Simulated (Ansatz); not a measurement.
The calculation used Ansatz 0.2.0, DFT PBE, scalar-relativistic, plane waves, PAW. All cells share a 420 eV cutoff and Γ-centred k meshes spaced at most about 0.3 Å⁻¹ (about 0.25 or finer for metals, 2π included). Collinear spin in cells that started with moments and kept them past the coarse steps, no spin elsewhere.

These are static total energies at zero pressure.

Two forms of Zn2CdO3 were relaxed alike.

A. (site moments O 1.0, 0.1 (×2) μB)

```
CELL_PARAMETERS angstrom
-2.65131 2.65131 3.56883
2.65131 -2.65131 3.56883
2.65131 2.65131 -3.56883
ATOMIC_POSITIONS crystal
Zn 0.00000 0.50000 0.50000
Zn 0.50000 0.00000 0.50000
Cd 0.50000 0.50000 0.00000
O 0.00000 0.00000 0.00000
O 0.25000 0.75000 0.50000
O 0.75000 0.25000 0.50000
```

B. (no spin)

```
CELL_PARAMETERS angstrom
5.48050 0.00000 0.00000
-2.74025 4.74626 0.00000
0.00000 0.00000 2.78940
ATOMIC_POSITIONS crystal
Zn 0.66667 0.33333 0.00000
Zn 0.33333 0.66667 0.00000
Cd 0.00000 0.00000 0.00000
O 0.50000 0.00000 0.50000
O 0.00000 0.50000 0.50000
O 0.50000 0.50000 0.50000
```

Question: Which form is favoured at zero pressure, and by what margin per atom?

Answer: B is lower, by 0.51 eV/atom. A has space group I4/mmm (No. 139), 16.7 Å³/atom and no gap on its mesh; B has space group P6/mmm (No. 191), 12.1 Å³/atom and no gap. Counting O atoms around Cd and Zn (those within 1.25 times the shortest such distance or 1.15 times the sum of covalent radii, 1.27 where that leaves under three; a plus sign parts nearer from farther groups; the shortest distance is added where it exceeds 1.18 times the sum of covalent radii), A has Zn 2, Cd 8+6 from 3.2 Å and B has Zn 6, Cd 12 from 3.1 Å. Their magnetic states differ too. The denser one is the lower, and pressure would at first widen the difference. Both come from invented guesses. A third cell relaxed alike, in P4mm, lies 147 meV/atom below the lower of the two.

The magnetic state reached may not be the lowest. Cells relaxed within their symmetry can be saddle points. Some candidate types were left out of the draw beforehand, so a known form may be missing.
